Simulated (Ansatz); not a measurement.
# VGaBr3: input and output

Input file of Ansatz 0.2.0:

```yaml
crystal:
  lattice:
    - [6.96488, 0.0, 0.0]
    - [-3.48244, 6.031767, 0.0]
    - [0.0, 0.0, 5.904353]
  atoms:
    - { symbol: V, position: [0.0, 0.0, 0.0] }
    - { symbol: V, position: [0.0, 0.0, 0.5] }
    - { symbol: Ga, position: [0.3333, 0.6667, 0.75] }
    - { symbol: Ga, position: [0.6666, 0.3333, 0.25] }
    - { symbol: Br, position: [0.1666, 0.3332, 0.25] }
    - { symbol: Br, position: [0.8334, 0.1666, 0.75] }
    - { symbol: Br, position: [0.6668, 0.8334, 0.25] }
    - { symbol: Br, position: [0.8334, 0.6668, 0.75] }
    - { symbol: Br, position: [0.1666, 0.8334, 0.25] }
    - { symbol: Br, position: [0.3332, 0.1666, 0.75] }
  symmetry: { tolerance: 0.0003 }
kpoints:
  mp_grid: { grid: [6, 6, 6], shift: [0, 0, 0] }
  band_path:
    path:
      - [0.0, 0.0, 0.0]
      - [0.49999988, 1.7e-07, 0.0]
      - [0.33333325, 0.33333358, 0.0]
      - [0.0, 0.0, 0.0]
      - [0.0, 0.0, 0.5]
      - [0.49999988, 1.7e-07, 0.5]
      - [0.33333325, 0.33333358, 0.5]
      - [0.0, 0.0, 0.5]
      - [0.49999988, 1.7e-07, 0.5]
      - [0.49999988, 1.7e-07, 0.0]
      - [0.33333325, 0.33333358, 0.5]
    npoints: 6
magnetization:
  spin_polarized: false
scf:
  occupations: { method: gaussian, width: 0.0128 }
  lower_state_search: "off"
  max_iter: 200
hamiltonian:
  pseudopotentials: { kind: paw }
  xc: r2scan
basis:
  ecutwfc: 500
  fft_grid_basis: typed
output:
  forces: true
  stress: true
  eigenvalues: true
  bader: true
  populations: true
  elf: true
  write_potential: true
  volumetric_format: npy
  dos:
    e_range: [-12, 8]
    de: 0.05
    projected: { site_lists: { Br: [Br], Ga: [Ga], V: [V] } }
checkpoint:
  read: saved_state
```

The saved state is an earlier solution for the same cell, perhaps on another mesh. 

Output (shortened):

```
Warning: the atoms were moved onto the symmetric positions of the space group found under crystal.symmetry.tolerance 3.0e-4 (fractional; no operation is sought that the atoms, as they stand in a round, miss by more than twice it, and no atom is moved by as much as it), and the run uses the moved positions.
Pseudopotentials: kind: paw
Pseudopotential: V, paw, valence charge 13, recommended cutoff 500 eV (meta_gga), V.paw.azcp
Pseudopotential: Ga, paw, valence charge 13, recommended cutoff 500 eV (meta_gga), Ga.paw.azcp
Pseudopotential: Br, paw, valence charge 7, recommended cutoff 500 eV (meta_gga), Br.paw.azcp
Functional definition: r2SCAN
  exchange = r2scan_x(k0 = k0, k1 = k1, a1 = a1)
  correlation = r2scan_c
Crystal: 10 atoms, lattice volume = 248.045 Å³
Basis set: ecut = 500 eV, 6297 PW (Γ), exchange–correlation on 216×216×180 points (64 copies of the dense FFT grid, shifted against one another)
Bands: 57, of which v1, the nominal top of the filled ones, is band 47 counted from 1 (46 counted from 0)
Symmetry: 24 space group operations
Space group: P63/mmc (ITA 194), of the structure as read, at distance tolerance 1.9e-3 Å
k-points: 28 of 216
Initial density: read from a saved state, or passed on in memory by an earlier SCF of this step, an earlier step, the calling program or the single point that the run made first
Functional: x = r2scan, c = r2scan; τ floored in thin density (d = 2e-4 eV/Å³)
SCF iter   1: F=-30176.5056 eV  Δρ=4.70e-3  dr2=4.34e-2  dr2_τ=3.27e-3
SCF iter   2: F=-30176.5329 eV  Δρ=2.77e-3  dr2=6.57e-3  dr2_τ=9.87e-4
SCF iter   3: F=-30176.5328 eV  Δρ=1.98e-3  dr2=6.06e-3  dr2_τ=2.68e-4
SCF iter   4: F=-30176.5364 eV  Δρ=2.62e-4  dr2=1.86e-4  dr2_τ=1.88e-5
SCF iter   5: F=-30176.5364 eV  Δρ=1.08e-4  dr2=6.36e-5  dr2_τ=1.67e-6
SCF iter   6: F=-30176.5364 eV  Δρ=7.75e-5  dr2=2.57e-5  dr2_τ=5.32e-7
SCF iter   7: F=-30176.5364 eV  Δρ=3.09e-5  dr2=3.70e-6  dr2_τ=1.90e-7
SCF iter   8: F=-30176.5364 eV  Δρ=2.02e-5  dr2=6.70e-7  dr2_τ=4.07e-8
SCF iter   9: F=-30176.5364 eV  Δρ=2.72e-6  dr2=1.26e-8  dr2_τ=1.32e-9
Free energy (F): -30176.5364 eV
Harris-Foulkes:  -30176.5364 eV  (|F-HF|=2.70e-9)
Internal energy: -30176.5328 eV  (E = F + TS)
E sigma→0 (E₀):  -30176.5346 eV
Entropy (-TS):   -0.0036 eV (-0.361 meV/atom)
Fermi energy:    7.6380 eV
--- Per-component energies (eV) ---
  E_band       = -796.3695
  E_kinetic    = 1707.2552
  E_local      = -9236.2684  (includes V_loc(G=0)·N_el)
  E_nonlocal   = 1180.0474
  E_hartree    = 3979.9523
  E_xc         = -1882.1258
  E_vxc        = -1171.6082  (∫ρ·V_xc dr)
  E_paw        = -19859.3920  (= ΣΔE_a)
  E_vpaw       = -1299.9365  (= ΣTr[D̂ρ^β])
  E_aug_tail   = 0.0003  (compensation charges beyond the density's cutoff)
  E_vtau       = 64.2390  (kinetic-family band-sum trace: ∫τ·v_τ [+ j·A + Jᵃ·Aᵃ] dr)
  E_ewald      = -6063.2149
  E_core_change = -2.7869  (= ΣΔE_core)
  E_smearing   = -0.0036  (= −TS)
--- Stress (GPa, compression-positive) ---
        4.8656       0.0000       0.0000
        0.0000       4.8656       0.0000
        0.0000       0.0000       0.4686
  P = ⅓ Tr σ = 3.3999 GPa (33.999 kbar)
--- Löwdin populations: 10 sites ---
  site symbol       q [e]
     0      V     12.4301
     1      V     12.4301
     2     Ga     12.8024
     3     Ga     12.8024
     4     Br      7.1858
     5     Br      7.1858
     6     Br      7.1858
     7     Br      7.1858
     8     Br      7.1858
     9     Br      7.1858
  spilling = 0.0045 (of n_electrons = 94.0000)
--- Bader charges: 10 sites ---
  site symbol  charge [e]  shift [e]
     0      V      1.2980     0.0029
     1      V      1.2980     0.0029
     2     Ga      0.7021     0.0000
     3     Ga      0.7021     0.0000
     4     Br     -0.6667     0.0010
     5     Br     -0.6667     0.0010
     6     Br     -0.6667     0.0010
     7     Br     -0.6667     0.0010
     8     Br     -0.6667     0.0010
     9     Br     -0.6667     0.0010
```

Origin: a known structure type with other elements, at an estimated volume, so it need not be a known compound. Caveats: no spin polarisation, so a magnetic state may lie lower.
